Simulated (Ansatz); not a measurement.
MgF₂:
```
MgF2
1.0
    3.06370     0.00000     0.00000
   -1.53185     2.65324     0.00000
    0.00000     0.00000     4.38077
Mg F
1 2
Direct
  0.00000   0.00000   0.00000
  0.33333   0.66667   0.21287
  0.66667   0.33333   0.78713
```

Relaxed with r²SCAN+D4.

Give the Bader charges and basin volumes of the independent atoms, DFT-r²SCAN+D4 in the program Ansatz with PAW potentials.



```tsv
atom	Bader charge (e)	Bader volume (Å³)
Mg1	+1.79	4.6
F2	-0.90	15.5
```

Space group P-3m1 (CdI2 type). The start of the workflow was typed in or built on a structure type; neither database checked (COD, Materials Project) lists it. It is not the phase usual at ambient conditions (space group No. 136). The r²SCAN+D4 relaxation kept the symmetry of its start; whether a distortion lowers the energy is not shown.

Potentials: the earlier of the program's two PAW sets.
